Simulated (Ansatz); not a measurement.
**Si: vibrational free energy, entropy and heat capacity**

Level of theory: DFT PBE, scalar-relativistic, plane waves, PAW in Ansatz 0.2.0. Cutoff 420 eV, 8×8×8 k-points (Γ-centred), fixed occupations. No spin polarisation. Phonons by linear response, acoustic sum rule imposed.

The cell, relaxed at this level:
```
Si
1.0
     0.00000    2.73508    2.73508
     2.73508    0.00000    2.73508
     2.73508    2.73508    0.00000
Si
2
Cartesian
  0.0000 0.0000 0.0000
  1.3675 1.3675 1.3675
```

The cell has the diamond type, in a space group that the Crystallography Open Database lists for this formula; it was reached from a generator's guess. The run warned that its linear response isn't converged on this k mesh, so dielectric tensors, Born charges and infrared intensities are rough, and the frequencies may be too.

Force constants from linear response on a 4×4×4 q mesh, interpolated to a fine mesh.

**Question.** Give the zero-point energy per atom.

**Answer.** 60.3 meV.

**Question.** How large are the vibrational entropy and heat capacity at 300 K?

**Answer.** S = 2.37 k_B and C_V = 2.41 k_B per atom, 80 % of the Dulong–Petit value.

**Question.** Tabulate them against temperature.

**Answer.**
| T (K) | F_vib (meV/atom) | S (k_B/atom) | C_V (k_B/atom) |
| --- | --- | --- | --- |
| 100 | 58.9 | 0.50 | 0.93 |
| 200 | 50.4 | 1.48 | 1.92 |
| 300 | 33.6 | 2.37 | 2.41 |
| 400 | 10.0 | 3.10 | 2.64 |
| 500 | -19.4 | 3.70 | 2.76 |
| 600 | -53.5 | 4.21 | 2.83 |
| 700 | -91.8 | 4.65 | 2.87 |
| 800 | -133.5 | 5.04 | 2.90 |
| 900 | -178.4 | 5.38 | 2.92 |
| 1000 | -226.1 | 5.69 | 2.94 |
